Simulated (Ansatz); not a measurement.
Polymorphs of GePd2

5 relaxations of GePd2 ended in 5 distinct structures. Calculation: r2SCAN (plane waves to 500 eV, PAW, scalar-relativistic; Ansatz, a quantum-chemistry and plane-wave program).

| # | space group | Pearson | type | E − E(lowest) (eV/atom) | V (Å³/atom) | runs ending here |
|---|---|---|---|---|---|---|
| 1 | P-62m | hP9 | AFLOW prototype A2B_hP9_189_fg_bc (C22, as in Fe2P) | 0.00 | 15.04 | 1 |
| 2 | P6₃mc | hP6 | – | 0.09 | 15.86 | 1 |
| 3 | I4/mcm | tI12 | – | 0.16 | 15.36 | 1 |
| 4 | Fd-3m | cF48 | AFLOW prototype AB2_cF48_227_c_e (as in Ti2C) | 0.35 | 16.42 | 1 |
| 5 | Fd-3m | cF24 | AFLOW prototype A2B_cF24_227_c_a (C9, as in SiO2) | 1.82 | 50.65 | 1 |

All are gapless at this level. P-62m, hP9, AFLOW prototype A2B_hP9_189_fg_bc (C22, as in Fe2P) is the lowest of the structures calculated here.

Space group P-62m (No. 189); a = 6.6766 Å, b = 6.6766 Å, c = 3.5071 Å, α = 90.00°, β = 90.00°, γ = 120.00°

| atom | site | symmetry | x | y | z |
|---|---|---|---|---|---|
| Pd | 3f | m2m | 0.0000 | 0.2674 | 0.0000 |
| Pd | 3g | m2m | 0.3929 | 0.3929 | 0.5000 |
| Ge | 1b | -62m | 0.0000 | 0.0000 | 0.5000 |
| Ge | 2c | -6.. | 0.3333 | 0.6667 | 0.0000 |

Each run could gain symmetry but not lose that of its start, so entries can be saddle points. All of these are generated cells (placed on structure types, drawn at random, substituted or restacked) that were not matched to a known phase here. The real structure of this composition may not be among these, and whether this composition forms is not checked here. Static energies at zero pressure. No spin polarisation in the result.
